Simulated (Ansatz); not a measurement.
**Computed properties of GaPt3**

GaPt₃:
```
CELL_PARAMETERS angstrom
     -2.74863     2.74863     3.96395
      2.74863    -2.74863     3.96395
      2.74863     2.74863    -3.96395
ATOMIC_POSITIONS crystal
  Ga 0.25000 0.75000 0.50000
  Ga 0.75000 0.25000 0.50000
  Pt 0.29357 0.20643 0.50000
  Pt 0.70643 0.79357 0.50000
  Pt 0.20643 0.70643 0.91286
  Pt 0.79357 0.29357 0.08714
  Pt 0.25000 0.25000 0.00000
  Pt 0.75000 0.75000 0.00000
```

Space group I4/mcm (No. 140); conventional cell a = 5.4973 Å, b = 5.4973 Å, c = 7.9279 Å, α = 90.00°, β = 90.00°, γ = 90.00°.

Method: DFT-r²SCAN in the program Ansatz with PAW potentials. Geometry: relaxed at this level of theory. Other levels are named where they apply.

Cell and energy:

```yaml
volume_per_atom: 14.97 Å³
density: 18.16 g/cm³
Formation energy from the elements (no fitted shifts): -0.48 eV/atom
```

Electronic structure:

```yaml
electronic_character: metallic (no gap)
Density of states at the Fermi level: 0.55 states/eV per atom (mean over ±0.08 eV)
```

The first step of the workflow began from a Materials Project structure, measured or hypothetical; the Crystallography Open Database copy checked does not list it. COD files the formula under space group No. 127, so this cell is another polymorph or a model. Whether it is the stable phase at ambient conditions was not checked. Symmetry was held in the r²SCAN relaxation; whether a distortion lowers the energy is not shown. The run is not spin-polarised. Axis ratios of metals converge slowly with the k-mesh, so a and c are less sure than the volume. The references are the lowest solids computed at this level, not always the standard phases. Spin–orbit coupling is left out wherever it is not named.

Potentials: the later of the program's two PAW sets.
